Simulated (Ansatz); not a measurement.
A relaxed cell of KTmI4 is given with its symmetry left out. The cell was found from a structure generator's guess, not taken from experiment.

Computed with DFT PBE, scalar-relativistic, plane waves, PAW, and for the lanthanide a 4f-in-core norm-conserving potential (Ansatz). Cutoff 690 eV, Γ-centred mesh, Gaussian smearing, no spin polarisation.

```
K Tm I
1.0
     7.53104    0.00000    0.00000
     0.00000    4.54526    0.00000
    -0.45333    0.00000    8.28583
K Tm I
1 1 4
Direct
  0.50000 0.50000 0.50000
  0.00000 0.00000 0.00000
  0.22841 0.50000 0.87565
  0.77159 0.50000 0.12435
  0.78712 0.00000 0.69142
  0.21288 0.00000 0.30858
```

Energies over the elements count from the elements' standard structures at the same level, with no fitted energy shifts.

Task: Find its symmetry and describe it.

Result: P2/m (No. 10), with K and Tm ordered on rutile sites. Conventional cell: a = 7.531 Å, b = 4.545 Å, c = 8.298 Å, β = 93.1°. K has 4 I at 3.46 Å, 2 I at 3.82 Å and 2 K at 4.55 Å; around Tm lie 6 I at 2.95–3.06 Å; I on its first site has 2 Tm at 3.06 Å and 1 K at 3.82 Å; I on its second site has 1 Tm at 2.95 Å and 2 K at 3.46 Å.

Task: What is its formation energy per atom?

Result: −1.396 eV/atom. A negative formation energy is needed for stability but isn't enough: competing phases decide.

Task: Is it a metal?

Result: No, the gap on the 4×6×4 mesh is 2.59 eV.

Task: From what recipe could a structure generator have reached it?

Result: One such recipe: species swapped into a database cell of FeNiAs4 (P2/m, No. 10). Other recipes can lead to the same cell.

The last run used a 4×6×4 mesh (in the run's order of axes) for its 6-atom cell and Gaussian smearing of 0.02 eV. These runs have no spin–orbit coupling, which can matter for I. Kohn–Sham gaps at this level usually fall short of measured ones. The missing spin–orbit coupling can work the other way here. The reference form of I is held partly by dispersion forces, which this level lacks. A later test with randomly moved atoms came back to the same energy, though modes that don't fit the test's cell weren't probed.

The lanthanide is trivalent by construction, without f bands, f moments or other valences. The reference runs of the other elements, and any phases without the lanthanide, used 420 eV, which shifts energies against them by under 10 meV/atom. The lanthanide's reference is the lowest of its hcp, dhcp and fcc cells.
